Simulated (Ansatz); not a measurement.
Structures of RbNb2: which is lowest?

Plane-wave DFT in Ansatz with scalar-relativistic PAW potentials, cutoff 420 eV, Γ-centred meshes chosen by cell and gap, Gaussian smearing with energies taken to zero width. Every cell was relaxed (cell and atoms) in a run of its own, within the symmetry of its start. Functional: PBE.

Relaxed structures (starts from databases or built by putting these elements on another compound's sites):
A. R3m, 6 atoms in the computed cell, a = 6.391 Å, c = 15.558 Å; sites (symmetry × multiplicity) Rb 3m × 3 + 3m × 3, Nb .m × 9 + 3m × 3; start: built
B. Fd-3m, 6 atoms in the computed cell, a = 8.474 Å; sites (symmetry × multiplicity) Rb -43m × 8, Nb .-3m × 16; start: built
C. I4/mmm, 3 atoms in the computed cell, a = 3.502 Å, c = 14.374 Å; sites (symmetry × multiplicity) Rb 4/mmm × 2, Nb 4mm × 4; start: built

**Question.** Rank them by energy. Could pressure change the order?

**Answer.**
```tsv
structure	group	E − E(lowest) (meV/atom)	V (Å³/atom)	gap on mesh (eV)
C	I4/mmm	0.0	29.39	0.00
A	R3m	359	30.57	0.00
B	Fd-3m	534	25.36	0.00
```

C is lowest, 359 meV/atom under A. B is denser by 4.03 Å³/atom, so pressure favours it: ΔE/ΔV, with ΔE in eV and 1 eV/Å³ = 160.2 GPa, gives about 21 GPa for equal enthalpy if both cells were rigid; at such pressures compression changes ΔV much, so this is a scale only. Other structures may lie lower than all of these, and vibrations aren't counted.